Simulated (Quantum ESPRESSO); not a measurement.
```cif
data_O3W
_chemical_formula_sum 'O3 W1'
_space_group_name_H-M_alt 'Pm-3m'
_space_group_IT_number 221
_space_group_name_Hall '-P 4 2 3'
_cell_length_a 3.68112
_cell_length_b 3.68112
_cell_length_c 3.68112
_cell_angle_alpha 90.000
_cell_angle_beta 90.000
_cell_angle_gamma 90.000
loop_
_atom_site_label
_atom_site_type_symbol
_atom_site_symmetry_multiplicity
_atom_site_Wyckoff_symbol
_atom_site_fract_x
_atom_site_fract_y
_atom_site_fract_z
_atom_site_occupancy
O1 O 3 d 0.00000 0.00000 0.50000 1
W1 W 1 a 0.00000 0.00000 0.00000 1
```

The PBEsol cell relaxed from Materials Project entry mp-19390 was given an isotropic strain of -3 % on all lattice vectors, and the atoms were relaxed again.

**Question.** What does PBEsol (pw.x of Quantum ESPRESSO, ONCV potentials, scalar-relativistic) give for the electronic structure near the Fermi level?

**Answer.** The PBEsol gap is indirect, 0.72 eV, from R to Γ; the smallest direct gap is 1.78 eV. Another valence extremum on the path lies within 0.02 eV, too close to call. Spin-orbit coupling is left out, which matters for elements this heavy: edges can move by tenths of an eV. The cell is held in this high symmetry; tilts and polar distortions were not searched.

The structure is a Materials Project entry; no match was found in the copy of COD used, and its stability was not checked.
